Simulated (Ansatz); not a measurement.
NbCuN₂:
```
NbCuN2
1.0
    1.56068     0.90106     5.76670
   -1.56068     0.90106     5.76670
    0.00000    -1.80212     5.76670
Nb Cu N
1 1 2
Direct
  0.50000   0.50000   0.50000
  0.00000   0.00000   0.00000
  0.10530   0.10530   0.10530
  0.89470   0.89470   0.89470
```

Cartesian axes are those of the cell as given.

Task: Give the high-frequency dielectric tensor and the Born effective charge tensors of the independent atoms from DFPT, the program Ansatz at the PBEsol level (PAW).

Result: 
ε∞:
```
22.0  0.00  0.00
0.00  22.0  0.00
0.00  0.00  17.3
```
Z* of atom 1 (Nb), rows: field, columns: displacement, in e:
```
9.55  0.00  0.00
0.00  9.55  0.00
0.00  0.00  5.17
```
Z* of atom 2 (Cu), rows: field, columns: displacement, in e:
```
 0.55   0.00   0.00
 0.00   0.55   0.00
 0.00   0.00  -0.38
```
Z* of atom 3 (N), rows: field, columns: displacement, in e:
```
-5.05   0.00   0.00
 0.00  -5.05   0.00
 0.00   0.00  -2.39
```

Space group R-3m. The start of the workflow was typed in or built on a structure type; neither database checked (COD, Materials Project) lists it. Its standing as an ambient phase is unchecked. The PBEsol relaxation kept the symmetry of its start; its stability against distortions is not shown here. The workflow began spin-polarised and lost its moments. Scalar-relativistic: spin–orbit coupling is off unless named, which matters more the heavier the elements.

Potentials: the earlier of the program's two PAW sets. The files were generated under PBE; for other functionals the program regenerates the frozen cores, and for LDA and PBEsol the local potential too.
